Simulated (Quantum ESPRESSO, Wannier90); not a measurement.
**Wannier functions of YOF (R-3m)**

```
begin unit_cell_cart
ang
   -1.8978549382    3.2871811784    0.0000000000
   -3.7957098764    0.0000000000    0.0000000000
   -1.8978549382    1.0957270595    6.2966300000
end unit_cell_cart
begin atoms_frac
Y    0.2584300000  0.2584300000  0.2247100000
Y   -0.2584300000 -0.2584300000 -0.2247100000
O    0.3788330000  0.3788330000 -0.1364990000
O   -0.3788330000 -0.3788330000  0.1364990000
F   -0.1305230000 -0.1305230000  0.3915690000
F    0.1305230000  0.1305230000 -0.3915690000
end atoms_frac
```

Cell from Materials Project (mp-3637), symmetrised, no further relaxation. COD (Crystallography Open Database) has an entry of this formula and space group (matched by these alone). Method: PBEsol plane waves in Quantum ESPRESSO 7.5 (PseudoDojo norm-conserving files, 68 Ry, spinors with spin-orbit coupling), Bloch states on a 4×4×4 mesh through Γ, Wannier90 4.0.1. Density: 10×10×10 mesh, cold smearing 0.01 Ry.

A tight-binding model is made by disentanglement and projection with no localisation steps (num_iter = 0), so the 44 orbitals stay atom-like: hydrogen-like Y: d; O: p; F: p, axes along x, y, z; frozen window up to 6.43 eV relative to the valence-band maximum. It follows pw.x to 19 meV rms for states up to 5.9 eV relative to the valence-band maximum. Matrix elements depend on this choice of orbitals and windows.

### Question
What are the on-site energies relative to the valence-band maximum, and how fast do the hoppings decay?

### Answer
```csv
atom,orbitals,energy (eV)
Y1,dz2↑ dz2↓,8.16
Y1,dxz↑ dxz↓ dyz↑ dyz↓,6.90
Y1,dx2-y2↑ dx2-y2↓ dxy↑ dxy↓,7.54
Y2,dz2↑ dz2↓,8.16
Y2,dxz↑ dxz↓ dyz↑ dyz↓,6.90
Y2,dx2-y2↑ dx2-y2↓ dxy↑ dxy↓,7.54
O3,pz↑ pz↓,-0.31
O3,px↑ px↓ py↑ py↓,-0.34
O4,pz↑ pz↓,-0.31
O4,px↑ px↓ py↑ py↓,-0.34
F5,pz↑ pz↓,-3.43
F5,px↑ px↓ py↑ py↓,-3.34
F6,pz↑ pz↓,-3.43
F6,px↑ px↓ py↑ py↓,-3.34
```

```tsv
distance of the centres (Å)	largest modulus (eV)
2–3	2.1
3–4	0.32
4–5	0.095
5–6	0.095
```
